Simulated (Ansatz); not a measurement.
Li:
```cif
data_Li
_chemical_formula_sum 'Li1'
_space_group_name_H-M_alt 'P 1'
_space_group_IT_number 1
_cell_length_a 3.09472
_cell_length_b 3.09472
_cell_length_c 3.09472
_cell_angle_alpha 60.000
_cell_angle_beta 60.000
_cell_angle_gamma 60.000
loop_
_space_group_symop_operation_xyz
  'x, y, z'
loop_
_atom_site_label
_atom_site_type_symbol
_atom_site_fract_x
_atom_site_fract_y
_atom_site_fract_z
_atom_site_occupancy
Li1 Li 0.00000 0.00000 0.00000 1
```

Relaxed with r²SCAN.

Q: Which orbitals make up the states near the Fermi level in r²SCAN in the plane-wave PAW code Ansatz?

A: Within 0.5 eV of the Fermi level: Li 2s 64 %, outside the projected shells 35 %. Projections are on Löwdin-orthogonalised atomic valence shells; empty p or d shells of many metals are not among them.

Q: Tabulate the density of states.

A: States/eV per cell of 1 atom, in 0.25 eV bins, energy from the Fermi level.

```
E (eV)  total  Li 2s  Li 1s
------  -----  -----  -----
-4.05    0.00   0.00   0.00
-3.80    0.05   0.04   0.00
-3.55    0.11   0.10   0.01
-3.30    0.14   0.13   0.01
-3.05    0.17   0.16   0.01
-2.80    0.20   0.19   0.01
-2.55    0.22   0.21   0.01
-2.30    0.24   0.23   0.00
-2.05    0.26   0.25   0.00
-1.80    0.27   0.26   0.00
-1.55    0.29   0.28   0.00
-1.30    0.31   0.29   0.00
-1.05    0.33   0.30   0.00
-0.80    0.35   0.31   0.00
-0.55    0.37   0.31   0.00
-0.30    0.40   0.31   0.00
-0.05    0.46   0.30   0.00
0.20     0.48   0.26   0.00
0.45     0.45   0.23   0.00
0.70     0.42   0.20   0.00
0.95     0.40   0.17   0.00
1.20     0.37   0.14   0.00
1.45     0.36   0.11   0.00
1.70     0.37   0.08   0.00
1.95     0.32   0.05   0.00
2.20     0.26   0.03   0.00
2.45     0.21   0.02   0.00
2.70     0.13   0.01   0.00
2.95     0.07   0.02   0.00
3.20     0.31   0.20   0.00
3.45     0.68   0.32   0.01
3.70     0.62   0.19   0.00
3.95     0.50   0.11   0.00
4.20     0.44   0.07   0.00
4.45     0.42   0.06   0.00
4.70     0.43   0.06   0.00
```

Space group Fm-3m (fcc (Cu type)). A made-up cell: these elements were put on the sites of a structure type; the Crystallography Open Database files this formula in space group No. 225, but the cells were not matched. It is not the phase usual at ambient conditions (space group No. 229). The r²SCAN relaxation kept the symmetry of its start; phonons on a q-mesh show no instability.

Potentials: the later of the program's two PAW sets.
